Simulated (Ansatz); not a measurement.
**How ZrVSi stores the work of compression**

These are results of Ansatz 0.2.0, DFT r2SCAN, scalar-relativistic, plane waves, PAW, not measurements. (500 eV cutoff, 10×10×6 k-mesh, Gaussian smearing of 0.10 eV, no spin polarisation)

The relaxed crystal:

```xyz
6
Lattice="3.6784 0.0000 0.0000 0.0000 3.6784 0.0000 0.0000 0.0000 7.2307" Properties=species:S:1:pos:R:3 pbc="T T T"
Zr    1.8392    0.0000    4.6348
Zr    0.0000    1.8392    2.5959
V     0.0000    0.0000    0.0000
V     1.8392    1.8392    0.0000
Si    1.8392    0.0000    1.7634
Si    0.0000    1.8392    5.4673
```

Cell and atoms were relaxed at each target pressure within the start's symmetry (P4/nmm), at zero temperature; other phases can be more stable under pressure. H = E + PV with P the target; E is the free energy at the smearing used, whose derivative the pressure is, per atom and counted from zero pressure.

```csv
P (GPa),V (Å³/atom),E − E0 (meV),H − H0 (meV)
0,16.306,0.0,0.0
2,16.112,1.2,202.3
5,15.843,7.0,501.5
10,15.433,26.0,989.3
20,14.742,89.9,1930.1
40,13.689,283.4,3701.0
```

Q: Thermodynamics gives dH/dP = V along a relaxed path. Integrate V over P by the trapezoid rule and compare with the computed enthalpies.

A: With 1 eV/Å³ = 160.22 GPa, each step adds the mean volume times ΔP / 160.22:
| P (GPa) | ∫V dP (meV) | H − H0 (meV) | difference (meV) |
| --- | --- | --- | --- |
| 2 | 202.3 | 202.3 | 0.0 |
| 5 | 501.5 | 501.5 | 0.1 |
| 10 | 989.5 | 989.3 | 0.2 |
| 20 | 1931.2 | 1930.1 | 1.1 |
| 40 | 3705.7 | 3701.0 | 4.8 |

V(P) curves upward, so the trapezoid rule runs high; integrating a smooth curve through the same points (P as a polynomial of degree 4 in ln V) puts that excess at about 4.5 meV at 40 GPa, against the 4.8 meV found.

Q: At 40 GPa, how much of the enthalpy change is stored energy and how much is the PV term?

A: E rises by 283 meV/atom and PV is 40 × 13.689 / 160.22 = 3418 meV/atom, so PV makes 92 % of ΔH. So between rival structures at high pressure a small difference in volume can outweigh the difference in energy: 1 % of this volume is worth 34.2 meV/atom at this pressure.

Q: What bulk modulus do the lowest pressures give?

A: From the pressures that the runs reached, -2.00 GPa (16.515 Å³) and 2.01 GPa (16.112 Å³), B = −ΔP/Δln V = 4.01 / 0.0247 = 162 GPa, a mean over that range.